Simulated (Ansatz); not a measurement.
## InSb (F-43m): elasticity against pressure

```xyz
2
Lattice="0.0000 3.2251 3.2251 3.2251 0.0000 3.2251 3.2251 3.2251 0.0000" Properties=species:S:1:pos:R:3 pbc="T T T"
In    0.0000    0.0000    0.0000
Sb    4.8376    4.8376    4.8376
```

This is the zero-pressure cell. At each pressure cell and atoms are relaxed in this structure, and the constants are slopes of the stress at strains of ±0.005 with relaxed ions (the coefficients that govern stability under load). Level: LDA, PAW on Ansatz 0.2.0's default frozen-core files (fitted under PBE), scalar-relativistic; k mesh 12×12×12, strains of ±0.005, Fermi-Dirac smearing of 0.050 eV, cutoff 420 eV. P is the pressure of the relaxed cell, less that of this one.

| P (GPa) | V/V₀ | C11 (GPa) | C12 (GPa) | C44 (GPa) |
| --- | --- | --- | --- | --- |
| 0.00 | 1.0000 | 66.1 | 36.7 | 29.3 |
| 0.98 | ? | ? | ? | ? |
| 2.00 | 0.9616 | 75.1 | 46.4 | 29.8 |
| 3.97 | 0.9306 | 83.2 | 55.3 | 29.9 |
| 6.97 | 0.8921 | 95.5 | 69.1 | 29.5 |
| 9.99 | 0.8608 | 106.8 | 82.5 | 28.2 |
| 14.99 | 0.8189 | 124.4 | 104.1 | 24.8 |

Q: Does the bulk modulus from the constants agree with the pressure-volume curve?

A: A third-order Birch-Murnaghan fit to the volumes shown (F against f, f = [(V₀/V)^(2/3) − 1]/2) gives B₀ = 46.6 GPa and B′ = 4.7. Its −V dP/dV stands beside (C11 + 2C12)/3:

```
P (GPa)  from P(V)  from the constants
   0.00       46.6                46.5
   2.00       55.9                56.0
   3.97       64.7                64.6
   6.97       77.8                77.9
   9.99       90.5                90.6
  14.99      111.1               110.8
```

Q: What are the pressure derivatives at zero pressure?

A: Slopes at V₀ of quadratic fits in −ln(V/V₀) through the first four rows shown, divided by B₀: dC11/dP = 4.5, dC12/dP = 4.7, dC44/dP = 0.4. The mean slopes up to 4.0 GPa are 4.3, 4.7, 0.1; curvature and scatter of the constants part the two. The combination (dC11/dP + 2 dC12/dP)/3 = 4.6 stands against B′.

Q: Fill the row at 0.98 GPa.

A: Cubic fits in −ln(V/V₀) through all rows shown give C11 = 70.5, C12 = 41.4, C44 = 29.6 GPa. Computed: V/V₀ = 0.9801, C11 (GPa) = 70.6, C12 (GPa) = 41.5, C44 (GPa) = 29.6.

Q: Does a shear stiffness soften?

A: C44 goes from 29.3 to 24.8 GPa, through a maximum of 29.9 near 4 GPa; (C11 − C12)/2 goes from 14.7 to 10.1 GPa. C44 and (C11 − C12)/2 soften under pressure, though the lattice stays mechanically stable over this range.

Caveats: no other phase was computed; many crystals of this kind change structure within this range, and rows or crossings beyond such a change describe a metastable lattice; frozen-core PAW files fitted under PBE, their cores solved anew for the functional of the run; the gap is closed or tiny at this level, so small that the run used smearing; responses move with mesh and smearing; phonons weren't checked at these pressures.
